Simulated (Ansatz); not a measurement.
**Question.** Each is relaxed and computed with DFT-PBEsol in the program Ansatz with PAW potentials. Which is the only one with a gap?
A. Nb2AlB2, Cmmm (Al on 2a, Nb on 4j, B on 4i)
B. Ti2AlC, P6_3/mmc (Ti on 4f, Al on 2d, C on 2a)
C. TiAl2O5, Cmc2_1 (Pearson symbol oS32)
D. Ti3AlC, anti-perovskite

**Answer.** C, TiAl2O5, Cmc2_1 (Pearson symbol oS32). TiAl2O5: gap 3.31 eV (indirect); Ti2AlC: metal; Ti3AlC: metal; Nb2AlB2: metal. Typed or built starts, not in the databases checked: Nb2AlB2, Cmmm (Al on 2a, Nb on 4j, B on 4i). Standing as an ambient phase not checked: TiAl2O5, Cmc2_1 (Pearson symbol oS32); Ti2AlC, P6_3/mmc (Ti on 4f, Al on 2d, C on 2a); Ti3AlC, anti-perovskite. All cells were relaxed under the symmetry of their starts (and spin orders); stability against distortions was not tested throughout. Rows with no word on spin ran without spin polarisation. Scalar-relativistic: spin–orbit coupling is off unless named, which matters more the heavier the elements.

Potentials: the later of the program's two PAW sets.
